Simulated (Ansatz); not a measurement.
Starting cell, CsPbCl3 (cubic perovskite):

```xyz
5
Lattice="5.6186 0.0000 0.0000 0.0000 5.6186 0.0000 0.0000 0.0000 5.6186" Properties=species:S:1:pos:R:3 pbc="T T T"
Cs     0.0000     0.0000     0.0000
Pb     2.8093     2.8093     2.8093
Cl     0.0000     2.8093     2.8093
Cl     2.8093     2.8093     0.0000
Cl     2.8093     0.0000     2.8093
```

In this cell atom 2 (Pb, nearest neighbour Cl at 2.809 Å; its periodic images, 5.6 Å or more away, move with it) is moved by s along Cartesian z, unit vector (0.000, 0.000, 1.000); all other atoms and the cell stay fixed.

Method: PBEsol (plane waves to 420 eV, PAW, scalar-relativistic; Ansatz, a quantum-chemistry and plane-wave program). k mesh 5×5×5 (Γ-centred), Fermi-Dirac smearing 0.05 eV. The energy includes the smearing's −TS. CsPbCl3 was relaxed with its symmetry unable to fall. Spin-orbit coupling is left out, though Pb is heavy. This is a high-temperature form of CsPbCl3. The zero of ΔE is the undisplaced structure.

| s (Å) | ΔE (meV/cell) |
|---|---|
| -0.560 | 917 |
| -0.448 | 464 |
| -0.336 | withheld |
| -0.224 | 76 |
| -0.112 | 17 |
| 0.000 | 0 |
| 0.112 | 17 |
| 0.224 | 76 |
| 0.336 | withheld |
| 0.448 | 464 |
| 0.560 | 917 |

### Question
Fit an even polynomial form (powers 2, 4) to the given rows and predict ΔE at s = -0.336.

### Answer
Least squares on the 9 given rows: ΔE = (1231)·s² + (5396)·s⁴, in meV/cell with s in Å; root-mean-square residual 0.5 meV/cell. At -0.336 the fit gives 208 meV/cell; the calculation gives 209 meV/cell, so the interpolation is off by -1 (-0.5 %). The quadratic term alone would give 139 meV/cell.

(For displaced atoms, the force is minus the slope of the energy, and its curvature is a force constant, which sets phonon frequencies.)
